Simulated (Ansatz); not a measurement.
Values for one crystal, relaxed and computed with the program Ansatz at the PBE+D3(BJ) level (PAW); other levels are named.

- Volume per atom: 12.29 Å³
- Electronic character: metallic (no gap)
- Density of states at the Fermi level: 0.20 states/eV per atom (mean over ±0.08 eV)
- Formation energy from the elements (no fitted shifts): 0.47 eV/atom

Problem. Which of these materials gives this?
A. TiS2, CdI2 type
B. CuC6, P6/mmm (C on 6j, Cu on 1b)
C. Ge2Sb2TeSe4, P-3m1 (Pearson symbol hP9)
D. Si12W, P6/mmm (W on 1a, Si on 12n)

Solution. B, CuC6, P6/mmm (C on 6j, Cu on 1b)

The start of the workflow was typed in or built on a structure type; neither database checked (COD, Materials Project) lists it. Whether it is the stable phase at ambient conditions was not checked. Symmetry was held in the PBE+D3(BJ) relaxation; its stability against distortions is not shown here. The run is not spin-polarised. Its formation energy is positive at this level, so the cell may be metastable or incomplete. The references are the lowest solids computed at this level, not always the standard phases.

Potentials: the earlier of the program's two PAW sets.
